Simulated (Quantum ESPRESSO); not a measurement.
Ru2Hf2Ti2AuAl, one run as intended and one with a planted mistake

Computed values, not a measurement. The program is pw.x of Quantum ESPRESSO 7.5 (plane-wave density functional theory). The cell is made up: eight metal atoms on a hexagonal close-packed lattice, with elements, volume, strain and displacements drawn at random and not relaxed, so it may be unstable or far from any real phase. PseudoDojo standard norm-conserving files set the functional (PBE unless stated); there is no spin polarisation or spin-orbit coupling, the Fermi-Dirac width of 0.25 eV means electrons at about 2900 K, and the masses in the input are unused placeholders. Heavy elements are run without spin-orbit coupling, which real alloys of them have. A spin test at this wide smearing found no moment, but such smearing suppresses magnetism that the real alloy may have.

Intended input:

```
&control calculation='scf', pseudo_dir='./dojo.nc.sr.pbe.v0_5.standard.upf', outdir='./o', disk_io='minimal', tprnfor=.true., tstress=.true. /
&system ibrav=0, nat=8, ntyp=5, nbnd=68, ecutwfc=84.00895049, nosym=.true., tot_charge=0,
 occupations='smearing', smearing='fd', degauss=0.0183746611
/
&electrons conv_thr=1.470e-08, electron_maxstep=70, mixing_beta=0.5 /
ATOMIC_SPECIES
Al 1.0 Al.upf
Au 1.0 Au.upf
Hf 1.0 Hf.upf
Ru 1.0 Ru.upf
Ti 1.0 Ti.upf
CELL_PARAMETERS angstrom
-2.8943 -0.0049 -0.0485
-0.0677 5.0682 -4.5813
-0.0846 -5.1931 -4.7191
ATOMIC_POSITIONS angstrom
Ru 0.0438 0.0625 0.1234
Hf -0.1403 1.7525 -2.3845
Hf -0.0416 0.1055 -4.626
Ti -0.1032 1.7509 -7.0071
Ti -1.554 -0.8974 -2.4025
Au -1.4893 -2.5306 -4.6233
Ru -1.6717 -0.9345 -6.9855
Al -1.5305 2.4909 -4.6973
K_POINTS automatic
8 4 4 1 1 1
```

The log is shortened where brackets say so; the opening notice, blank lines, dates and the lines on written files are dropped, and the path of the files is cut. It prints rydbergs, bohrs and kilobars, and counts compression as positive stress. Its total energy is the free energy E - TS of the whole cell.

Log of the intended run:

```
     Program PWSCF v.7.5
     Parallel version (MPI & OpenMP), running on       4 processor cores
     Number of MPI processes:                 4
     Threads/MPI process:                     1
     [start-up lines left out]
     bravais-lattice index     =            0
     lattice parameter (alat)  =       5.4702  a.u.
     unit-cell volume          =     931.5705 (a.u.)^3
     number of atoms/cell      =            8
     number of atomic types    =            5
     number of electrons       =       102.00
     number of Kohn-Sham states=           68
     kinetic-energy cutoff     =      84.0090  Ry
     charge density cutoff     =     336.0358  Ry
     scf convergence threshold =      1.5E-08
     mixing beta               =       0.5000
     number of iterations used =            8  plain     mixing
     Exchange-correlation= PBE
                           (   1   4   3   4   0   0   0)
     [axes and pseudopotential details left out]
   Cartesian axes
     site n.     atom                  positions (alat units)
         1        Ru     tau(   1) = (   0.0151310   0.0215911   0.0426295  )
         2        Hf     tau(   2) = (  -0.0484677   0.6054146  -0.8237439  )
         3        Hf     tau(   3) = (  -0.0143710   0.0364458  -1.5980873  )
         4        Ti     tau(   4) = (  -0.0356512   0.6048619  -2.4206566  )
         5        Ti     tau(   5) = (  -0.5368413  -0.3100137  -0.8299621  )
         6        Au     tau(   6) = (  -0.5144901  -0.8742152  -1.5971545  )
         7        Ru     tau(   7) = (  -0.5775016  -0.3228302  -2.4131947  )
         8        Al     tau(   8) = (  -0.5287230   0.8605006  -1.6227184  )
     number of k points=    64  Fermi-Dirac smearing, width (Ry)=  0.0184
                       cart. coord. in units 2pi/alat
        k(    1) = (  -0.0612234   0.0011325  -0.0768241), wk =   0.0312500
        k(    2) = (  -0.0598171  -0.0683620  -0.1537253), wk =   0.0312500
     [further k points left out]
     Dense  grid:    96879 G-vectors     FFT dimensions: (  32,  75,  80)
     Estimated max dynamical RAM per process >     381.01 MB
     Estimated total dynamical RAM >       1.42 GB
     Initial potential from superposition of free atoms
     starting charge     101.9890, renormalised to     102.0000
     Starting wfcs are   74 randomized atomic wfcs
     total cpu time spent up to now is        4.5 secs
     per-process dynamical memory:   298.2 Mb
     Self-consistent Calculation
     iteration #  1     ecut=    84.01 Ry     beta= 0.50
     Davidson diagonalization with overlap
     ethr =  1.00E-02,  avg # of iterations =  2.7
     total cpu time spent up to now is       14.1 secs
     total energy              =   -1162.99938130 Ry
     estimated scf accuracy    <       8.46730282 Ry
     iteration #  2     ecut=    84.01 Ry     beta= 0.50
     Davidson diagonalization with overlap
     ethr =  8.30E-03,  avg # of iterations =  4.0
     total cpu time spent up to now is       25.3 secs
     total energy              =   -1165.09180690 Ry
     estimated scf accuracy    <      72.94131837 Ry
     [iterations 3 to 17 left out]
     iteration # 18     ecut=    84.01 Ry     beta= 0.50
     Davidson diagonalization with overlap
     ethr =  1.22E-10,  avg # of iterations =  4.6
     total cpu time spent up to now is      165.1 secs
     total energy              =   -1168.52384243 Ry
     estimated scf accuracy    <       0.00000077 Ry
     iteration # 19     ecut=    84.01 Ry     beta= 0.50
     Davidson diagonalization with overlap
     ethr =  1.22E-10,  avg # of iterations =  2.0
     total cpu time spent up to now is      173.1 secs
     End of self-consistent calculation
     [lines on levels left out]
!    total energy              =   -1168.52384247 Ry
     estimated scf accuracy    <          7.9E-09 Ry
     smearing contrib. (-TS)   =      -0.13733671 Ry
     internal energy E=F+TS    =   -1168.38650576 Ry
     The total energy is F=E-TS. E is the sum of the following terms:
     one-electron contribution =    -429.65697257 Ry
     hartree contribution      =     260.68051243 Ry
     xc contribution           =    -214.56947664 Ry
     ewald contribution        =    -784.84056898 Ry
     convergence has been achieved in  19 iterations
     Forces acting on atoms (cartesian axes, Ry/au):
     atom    1 type  4   force =    -0.00280417   -0.02620204    0.00337807
     atom    2 type  3   force =     0.00050239    0.04294176    0.09468900
     atom    3 type  3   force =     0.00078283   -0.07509669   -0.07656007
     atom    4 type  5   force =    -0.00568673   -0.05062690   -0.01323551
     atom    5 type  5   force =     0.00196687    0.01585022    0.07426435
     atom    6 type  2   force =    -0.00401226   -0.01044402   -0.02094799
     atom    7 type  4   force =     0.00904406    0.01341803   -0.04403036
     atom    8 type  1   force =     0.00020702    0.09015964   -0.01755751
     Total force =     0.206785     Total SCF correction =     0.000356
     Computing stress (Cartesian axis) and pressure
          total   stress  (Ry/bohr**3)                   (kbar)     P=       10.74
   0.00023922  -0.00003339   0.00000495           35.19       -4.91        0.73
  -0.00003339  -0.00013742  -0.00017907           -4.91      -20.22      -26.34
   0.00000495  -0.00017907   0.00011715            0.73      -26.34       17.23
     init_run     :      4.24s CPU      4.41s WALL (       1 calls)
     electrons    :    168.26s CPU    168.59s WALL (       1 calls)
     forces       :      1.68s CPU      1.69s WALL (       1 calls)
     stress       :      5.89s CPU      6.00s WALL (       1 calls)
     [timing details left out]
     PWSCF        :   3m 0.20s CPU   3m 0.81s WALL
     JOB DONE.
```

A second run has one planted mistake: one coordinate of one atom is wrong. The input lines that differ:

```
- Ru -1.6717 -0.9345 -6.9855
+ Ru -1.6717 -0.9345 -6.7355
```

Its log:

```
     Program PWSCF v.7.5
     Parallel version (MPI & OpenMP), running on       4 processor cores
     Number of MPI processes:                 4
     Threads/MPI process:                     1
     [start-up lines left out]
     bravais-lattice index     =            0
     lattice parameter (alat)  =       5.4702  a.u.
     unit-cell volume          =     931.5705 (a.u.)^3
     number of atoms/cell      =            8
     number of atomic types    =            5
     number of electrons       =       102.00
     number of Kohn-Sham states=           68
     kinetic-energy cutoff     =      84.0090  Ry
     charge density cutoff     =     336.0358  Ry
     scf convergence threshold =      1.5E-08
     mixing beta               =       0.5000
     number of iterations used =            8  plain     mixing
     Exchange-correlation= PBE
                           (   1   4   3   4   0   0   0)
     [axes and pseudopotential details left out]
   Cartesian axes
     site n.     atom                  positions (alat units)
         1        Ru     tau(   1) = (   0.0151310   0.0215911   0.0426295  )
         2        Hf     tau(   2) = (  -0.0484677   0.6054146  -0.8237439  )
         3        Hf     tau(   3) = (  -0.0143710   0.0364458  -1.5980873  )
         4        Ti     tau(   4) = (  -0.0356512   0.6048619  -2.4206566  )
         5        Ti     tau(   5) = (  -0.5368413  -0.3100137  -0.8299621  )
         6        Au     tau(   6) = (  -0.5144901  -0.8742152  -1.5971545  )
         7        Ru     tau(   7) = (  -0.5775016  -0.3228302  -2.3268303  )
         8        Al     tau(   8) = (  -0.5287230   0.8605006  -1.6227184  )
     number of k points=    64  Fermi-Dirac smearing, width (Ry)=  0.0184
                       cart. coord. in units 2pi/alat
        k(    1) = (  -0.0612234   0.0011325  -0.0768241), wk =   0.0312500
        k(    2) = (  -0.0598171  -0.0683620  -0.1537253), wk =   0.0312500
     [further k points left out]
     Dense  grid:    96879 G-vectors     FFT dimensions: (  32,  75,  80)
     Estimated max dynamical RAM per process >     381.01 MB
     Estimated total dynamical RAM >       1.42 GB
     Initial potential from superposition of free atoms
     starting charge     101.9890, renormalised to     102.0000
     Starting wfcs are   74 randomized atomic wfcs
     total cpu time spent up to now is        4.6 secs
     per-process dynamical memory:   298.2 Mb
     Self-consistent Calculation
     iteration #  1     ecut=    84.01 Ry     beta= 0.50
     Davidson diagonalization with overlap
     ethr =  1.00E-02,  avg # of iterations =  2.7
     total cpu time spent up to now is       14.9 secs
     total energy              =   -1162.67193520 Ry
     estimated scf accuracy    <       8.89224046 Ry
     iteration #  2     ecut=    84.01 Ry     beta= 0.50
     Davidson diagonalization with overlap
     ethr =  8.72E-03,  avg # of iterations =  4.0
     total cpu time spent up to now is       26.8 secs
     total energy              =   -1164.99836250 Ry
     estimated scf accuracy    <      74.21045577 Ry
     [iterations 3 to 19 left out]
     iteration # 20     ecut=    84.01 Ry     beta= 0.50
     Davidson diagonalization with overlap
     ethr =  8.18E-11,  avg # of iterations =  1.0
     total cpu time spent up to now is      185.6 secs
     total energy              =   -1168.49135687 Ry
     estimated scf accuracy    <       0.00000006 Ry
     iteration # 21     ecut=    84.01 Ry     beta= 0.50
     Davidson diagonalization with overlap
     ethr =  5.40E-11,  avg # of iterations =  1.0
     total cpu time spent up to now is      193.0 secs
     End of self-consistent calculation
     [lines on levels left out]
!    total energy              =   -1168.49135687 Ry
     estimated scf accuracy    <          6.6E-09 Ry
     smearing contrib. (-TS)   =      -0.13733989 Ry
     internal energy E=F+TS    =   -1168.35401698 Ry
     The total energy is F=E-TS. E is the sum of the following terms:
     one-electron contribution =    -438.77411394 Ry
     hartree contribution      =     265.26529679 Ry
     xc contribution           =    -214.62117170 Ry
     ewald contribution        =    -780.22402812 Ry
     convergence has been achieved in  21 iterations
     Forces acting on atoms (cartesian axes, Ry/au):
     atom    1 type  4   force =    -0.00109223   -0.02865807    0.00575586
     atom    2 type  3   force =     0.00020261    0.03896107    0.09579457
     atom    3 type  3   force =    -0.00165808   -0.06775051   -0.05941576
     atom    4 type  5   force =    -0.00510791   -0.04948128   -0.01474800
     atom    5 type  5   force =     0.00281169    0.01406418    0.08114065
     atom    6 type  2   force =    -0.00235935   -0.03403811    0.00593197
     atom    7 type  4   force =     0.00719650    0.03063197   -0.09480376
     atom    8 type  1   force =     0.00000677    0.09627075   -0.01965553
     Total force =     0.223576     Total SCF correction =     0.000479
     Computing stress (Cartesian axis) and pressure
          total   stress  (Ry/bohr**3)                   (kbar)     P=       25.29
   0.00032791  -0.00003840   0.00000287           48.24       -5.65        0.42
  -0.00003840  -0.00006295  -0.00024414           -5.65       -9.26      -35.91
   0.00000287  -0.00024414   0.00025071            0.42      -35.91       36.88
     init_run     :      4.37s CPU      4.54s WALL (       1 calls)
     electrons    :    187.92s CPU    188.33s WALL (       1 calls)
     forces       :      1.75s CPU      1.79s WALL (       1 calls)
     stress       :      6.09s CPU      6.23s WALL (       1 calls)
     [timing details left out]
     PWSCF        :   3m20.24s CPU   3m21.02s WALL
     JOB DONE.
```

|  | intended run | run with the mistake |
| --- | --- | --- |
| free energy (eV) | -15898.577 | -15898.135 |
| entropy term -TS, part of it (eV) | -1.869 | -1.869 |
| pressure (GPa) | 1.07 | 2.53 |
| size of the largest force component (eV/Å) | 2.435 | 2.475 |
| largest change of a force component (eV/Å) |  | 1.305 |
| iterations | 19 | 21 |

For scale, a rerun of the intended cell at a higher cutoff and on a denser mesh moved values by no more than 0.002 eV in energy, 0.03 GPa in stress and 0.005 eV/Å in force, and a second program with other atomic files agreed on that cell to 2 % rms in force and 0.5 GPa in pressure.